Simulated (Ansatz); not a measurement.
Ca3PbO (anti-perovskite, Pm-3m) at seven volumes, DFT-r²SCAN in the program Ansatz with PAW potentials, scaled uniformly. One row is withheld.

```json
[
 {"V (Å³/atom)": "20.595", "P (GPa)": "6.69"},
 {"V (Å³/atom)": "21.274", "P (GPa)": "?"},
 {"V (Å³/atom)": "21.953", "P (GPa)": "1.88"},
 {"V (Å³/atom)": "22.632", "P (GPa)": "0.00"},
 {"V (Å³/atom)": "23.311", "P (GPa)": "-1.61"},
 {"V (Å³/atom)": "23.990", "P (GPa)": "-2.99"},
 {"V (Å³/atom)": "24.669", "P (GPa)": "-4.16"}
]
```

**Question.** Fit the shown pressures and predict the withheld one.

**Answer.** P = (3/2)B₀(x^(7/2) − x^(5/2))[1 + (3/4)(B′ − 4)(x − 1)] with x = (V₀/V)^(2/3). Least squares on the six rows gives V₀ = 22.631 Å³/atom, B₀ = 58.0 GPa, B′ = 4.27. At V = 21.274, x = 1.0421 and P = 4.09 GPa. The run itself gave 4.10 GPa.

The workflow started from an entry of the Crystallography Open Database (COD). Its standing as an ambient phase is unchecked. The r²SCAN relaxation kept the symmetry of its start; whether a distortion lowers the energy is not shown. Spin–orbit coupling is left out wherever it is not named.

Potentials: the later of the program's two PAW sets.
